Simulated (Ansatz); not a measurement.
**Zn$_{2}$Re$_{3}$As$_{4}$: reading a single point**

```
Re Zn As
1.0
     0.00000    4.02141    0.00000
     7.56317   -2.01070    0.00000
     2.53968    0.00000   -5.94070
Re Zn As
3 2 4
Direct
  0.14370 0.28740 0.41856
  0.85630 0.71260 0.58144
  0.00000 0.00000 0.00000
  0.32838 0.65676 0.96341
  0.67162 0.34324 0.03659
  0.20638 0.41276 0.83267
  0.79362 0.58724 0.16733
  0.48895 0.97790 0.67972
  0.51105 0.02210 0.32028
```

The numbers come from plane-wave PAW DFT (Ansatz): r2SCAN, no spin polarisation, 500 eV, 6×6×4 Γ-centred k points, fermi-dirac occupations (width 0.1 eV). Nothing was relaxed.

**Charges.** Bader charges in e: Zn +0.54, Re +0.32, As -0.64 to -0.38. In the mean Zn gives up most and As takes most.
**At the Fermi level.** It is a metal, with about 14 states/eV a cell as the mean within 0.25 eV of the Fermi level, mostly Re d (81 %).
**Forces.** The largest is on As6 (and as large on other atoms): 4.92 eV/Å, components (-2.80, 0.00, 4.05). It makes 144° with the line to a nearest neighbour, Zn4 at 2.31 Å, pointing away from it.
**Stress.** The pressure is -11.4 GPa (compression positive), so with the atoms held at these fractions the cell would first shrink; the forces are large, so a full relaxation may end otherwise. The principal stresses -14.8, -13.3, -6.1 GPa differ, so its shape would change too.

Origin: a known structure type with other elements, at an estimated volume, so it need not be a known compound. Caveats: many states at the Fermi level without spin polarisation, so a magnetic state may lie lower; atoms or cell far from equilibrium.
